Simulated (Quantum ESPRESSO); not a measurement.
## Si3AlC3N (a curve over strain)

Simulated, not a measurement. The program is pw.x of Quantum ESPRESSO 7.5 (plane-wave density functional theory). The cell is made up: 8 atoms on a zincblende/diamond lattice, with randomly drawn elements, strain and displacements, not relaxed. PseudoDojo standard norm-conserving files (v0.5 for PBE, v0.4.1 for LDA and PBEsol) set the functional; there is no spin polarisation, spin-orbit coupling or dispersion term, and the masses in the input are unused placeholders.

Seven runs add a strain to one cell (the same along x and y); the atoms follow the cell and are not relaxed. Stress in the table is positive in tension.

Input of the run at -0.0017:

```
&control calculation='scf', pseudo_dir='./dojo.nc.sr.pbe.v0_5.standard.upf', outdir='./o', disk_io='medium', tprnfor=.true., tstress=.true. /
&system ibrav=0, nat=8, ntyp=4, nbnd=22, ecutwfc=84.00895049, nosym=.true., tot_charge=0,
 occupations='smearing', smearing='fd', degauss=0.0018374661
/
&electrons conv_thr=7.350e-09, electron_maxstep=60, /
ATOMIC_SPECIES
Al 1.0 Al.upf
C 1.0 C.upf
N 1.0 N.upf
Si 1.0 Si.upf
CELL_PARAMETERS angstrom
4.3784 0.0408 0.0459
0.0408 4.4064 -0.0418
0.0458 -0.0417 4.4242
ATOMIC_POSITIONS angstrom
Si -0.0135 -0.0069 0.0165
Si -0.0648 2.163 2.2213
Si 2.2048 -0.0558 2.2321
Al 2.221 2.1194 -0.0625
C 1.134 1.0765 1.025
N 1.201 3.2239 3.3687
C 3.3723 1.0863 3.3478
C 3.3112 3.339 1.0594
K_POINTS automatic
4 4 4 1 1 1
```

| added strain | free energy less that of the input shown (eV) | stress xx (GPa) | stress yy (GPa) | stress zz (GPa) | stress xy (GPa) | pressure (GPa) | next band up at Gamma (eV) | iterations |
| --- | --- | --- | --- | --- | --- | --- | --- | --- |
| -0.0211 | 0.1454 | -13.00 | -11.42 | -3.23 | 4.23 | 9.21 | 0.715 | 11 |
| -0.0143 | 0.0718 | -9.37 | -7.73 | -1.25 | 4.06 | 6.11 | 0.722 | 11 |
| -0.0017 | 0.0000 | -3.13 | -1.42 | 2.09 | 3.75 | 0.82 | 0.728 | 12 |
| +0.0028 | -0.0062 | -1.05 | 0.69 | 3.18 | 3.65 | -0.94 | 0.728 | 12 |
| +0.0131 | 0.0169 | 3.43 | 5.22 | 5.49 | 3.42 | -4.71 | 0.722 | 12 |
| +0.0195 | 0.0559 | 6.02 | 7.85 | 6.80 | 3.28 | -6.89 | 0.715 | 12 |
| +0.0234 | 0.0887 | 7.53 | 9.38 | 7.56 | 3.20 | -8.16 | 0.710 | 12 |

A cubic fit gives a slope of stress xx against the added strain of 464 GPa at zero added strain, with the atoms clamped. Across the table the free energy follows the integral of the stress to within 0.9 meV. A rerun of one of the cells at 1437 eV and a 6 x 6 x 6 mesh moved values by no more than 0.006 eV in energy, 0.02 GPa in stress and 0.003 eV/Å in force. The band column is the level of band 17 at Gamma less that of band 16, whose number is half the electron count, rounded up; it comes from a band step after each run.